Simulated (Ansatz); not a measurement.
TiC in space group P6_3/mmc (No. 194; Ti on 2c, C on 2d) under volume change, DFT-PBEsol in the program Ansatz with PAW potentials, shape and atoms relaxed at each volume.

```tsv
V (Å³/atom)	E − E(relaxed) (meV/atom)	P (GPa)
10.746	71.3	23.26
11.100	30.0	14.32
11.454	7.1	6.62
11.809	0.0	-0.02
12.163	6.5	-5.73
12.517	24.8	-10.65
12.871	53.1	-14.87
```

**Question.** What does a third-order Birch–Murnaghan fit give for V₀, B₀ and B′?

**Answer.** V₀ = 11.81 Å³/atom, B₀ = 205 GPa, B′ = 4.0.

The start of the workflow was typed in or built on a structure type; neither database checked (COD, Materials Project) lists it. It is not the phase usual at ambient conditions (space group No. 225). The cell was relaxed with PBEsol under the symmetry of its start; of distortions, only those at the zone centre were tested. The run is not spin-polarised. The volume moved by -17 % from the start of the relaxation.

Potentials: the later of the program's two PAW sets.
